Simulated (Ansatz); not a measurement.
input.yaml

```yaml
crystal:
  lattice:
    - [2.8221979706, 0.0, 0.0]
    - [-1.4110989853, 2.4440951371, 0.0]
    - [0.0, 0.0, 31.2086038337]
  atoms:
    - { symbol: Al, position: [0.3333333333, 0.6666666667, 0.2403183443] }
    - { symbol: Al, position: [0.0, 0.0, 0.314513103] }
    - { symbol: Al, position: [0.6666666667, 0.3333333333, 0.3887078618] }
    - { symbol: Al, position: [0.0, 0.0, 0.4629026206] }
    - { symbol: Al, position: [0.3333333333, 0.6666666667, 0.5370973794] }
    - { symbol: Al, position: [0.0, 0.0, 0.6112921382] }
    - { symbol: Al, position: [0.6666666667, 0.3333333333, 0.685486897] }
    - { symbol: Al, position: [0.0, 0.0, 0.7596816557] }
basis:
  ecutwfc: 500
kpoints:
  mp_grid: { grid: [12, 12, 1] }
hamiltonian:
  xc: r2scan
scf:
  occupations: { method: gaussian, width: 0.1 }
output:
  forces: true
  eigenvalues: true
  write_density: true
  write_potential: true
  elf: true
  volumetric_format: npy
relax:
  adjacent_minimum: "off"
  f_tol: 0.02
  max_steps: 60
efield:
  axis: 3
  dipole_correction: true
  ramp_width: 0.04
```

Launched with
```bash
ansatz run input.yaml --threads 1 --pin off --max-ram 2560MiB --backend cpu --events-out ev --progress --plain --runs-dir out
```

Computed with Ansatz, DFT r2SCAN, scalar-relativistic, plane waves, PAW.

Part of what the program printed, abridged (final results; tables in files aren't shown):

```
SCF 4 converged in 2 iterations: F = -4322.407027 eV  dr2 = 1.10e-8
WARN: The output density's exchange-correlation potential varies sharply where the density is thin. Do not read a vacuum level from v_tot or v_xc, or from such a field of the output density. On a cell that repeats whose density bears no net charge and no dipole along the vacuum's axis use v_es (v_loc + v_h of the components); under efield.dipole_correction with no amplitude use v_es + v_field, which holds any external_charges[].barrier, or the levels of the report's work_function block, which leave it out; under a non-zero efield.amplitude the vacuum is tilted and has no level; on a cell that repeats and bears such a dipole with no correction it is tilted too, and efield.dipole_correction wi ...
SCF converged after 2 iterations
Free energy (F): -4322.407027 eV
Harris-Foulkes:  -4322.407027 eV  (|F-HF|=8.22e-9)
Internal energy: -4322.396410 eV  (E = F + TS)
E sigma→0 (E₀):  -4322.401718 eV
Entropy (-TS):   -0.010617 eV (-1.327 meV/atom)
Fermi energy:    3.233910 eV
Dipole field:    D = 0.001108 V/Å  (p = 0.001318 e·Å, saw-weighted, corrected)
Work function:   Φ+ = 4.1746 eV   Φ− = 4.2091 eV
Levels:          The Fermi level and band energies are counted from a zero that moves with the ramp; work functions are not
--- Per-component energies (eV) ---
  E_band       = -32.316442
  E_kinetic    = 183.257322
  E_local      = -6379.366595  (includes V_loc(G=0)·N_el)
  E_nonlocal   = 77.513472
  E_hartree    = 3175.600178
  E_xc         = -292.564539
  E_vxc        = -247.572853  (∫ρ·V_xc dr)
  E_paw        = -3784.711457  (= ΣΔE_a)
  E_vpaw       = -27.133496  (= ΣTr[D̂ρ^β])
  E_aug_tail   = -0.000006  (compensation charges beyond the density's cutoff)
  E_vtau       = 9.782225  (kinetic-family band-sum trace: ∫τ·v_τ [+ j·A + Jᵃ·Aᵃ] dr)
  E_efield     = 0.000001  (sawtooth field / dipole correction)
  E_vefield    = 0.000001  (∫n·V_field dr)
  E_ewald      = 2698.356078
  E_core_change = -0.480864  (= ΣΔE_core)
  E_smearing   = -0.010617  (= −TS)
--- Forces (eV/Å), atoms counted from 1 ---
  atom   1  Al     0.00000000     0.00000000    -0.00221784
  atom   2  Al     0.00000000     0.00000000     0.00063678
  atom   3  Al     0.00000000     0.00000000     0.00148743
  atom   4  Al     0.00000000     0.00000000    -0.00288621
  atom   5  Al     0.00000000     0.00000000     0.00200074
  atom   6  Al     0.00000000     0.00000000    -0.00156825
  atom   7  Al     0.00000000     0.00000000    -0.00223501
  atom   8  Al     0.00000000     0.00000000     0.00478781
--- Band table (eV; the first three rows and the last of 19) ---
  k-point 0: bands = ["-8.6347", "-8.3055", "-7.8019", "-7.0862", "-6.2049", "-5.1293", "-3.8805", "-2.3693", "-1.1160", "0.7162", "2.4725", "4.2710", "5.9285", "7.1441", "7.4516", "8.7492", "8.7723", "10.8482", "10.8610", "13.3037"]
  k-point 1: bands = ["-8.4523", "-8.1233", "-7.6203", "-6.9054", "-6.0250", "-4.9505", "-3.7030", "-2.1922", "-0.9436", "0.8872", "2.6405", "4.4353", "6.0906", "7.3090", "7.6216", "8.9033", "8.9338", "10.9764", "10.9833", "12.2892"]
  k-point 2: bands = ["-7.9065", "-7.5784", "-7.0770", "-6.3643", "-5.4868", "-4.4157", "-3.1722", "-1.6640", "-0.4273", "1.3959", "3.1366", "4.9120", "6.5471", "7.7573", "8.1104", "8.8490", "9.0694", "9.4412", "9.4937", "9.7231"]
  k-point 18: bands = ["-0.1988", "-0.1584", "-0.1532", "0.0808", "0.0937", "0.2056", "0.4456", "0.5942", "0.6343", "1.0808", "1.1529", "1.2926", "2.2305", "2.3545", "2.8602", "2.8639", "3.4130", "3.6777", "4.7837", "4.7913"]
--- Relaxed structure (3 steps of the walk, 3 accepted, 0 SCFs on fresh bases) ---
  F+E_penalty+E_count = -4322.40702671 eV   max|allowed force component| = 4.837e-3 eV/Å
  atoms:
    - { symbol: Al, position: [0.33333333, 0.66666666, 0.23942169] }
    - { symbol: Al, position: [0.0, 0.0, 0.31420039] }
    - { symbol: Al, position: [0.66666666, 0.33333333, 0.38875059] }
    - { symbol: Al, position: [0.0, 0.0, 0.46300524] }
    - { symbol: Al, position: [0.33333333, 0.66666666, 0.53665505] }
    - { symbol: Al, position: [0.0, 0.0, 0.61102141] }
    - { symbol: Al, position: [0.66666666, 0.33333333, 0.68565188] }
    - { symbol: Al, position: [0.0, 0.0, 0.76129371] }
```

The relaxation met its thresholds.

The run took 81 s on 1 thread of Intel(R) Xeon(R) Platinum 8259CL CPU @ 2.50GHz (Skylake/Cascade Lake), with other jobs on the host, peak memory 1 GiB.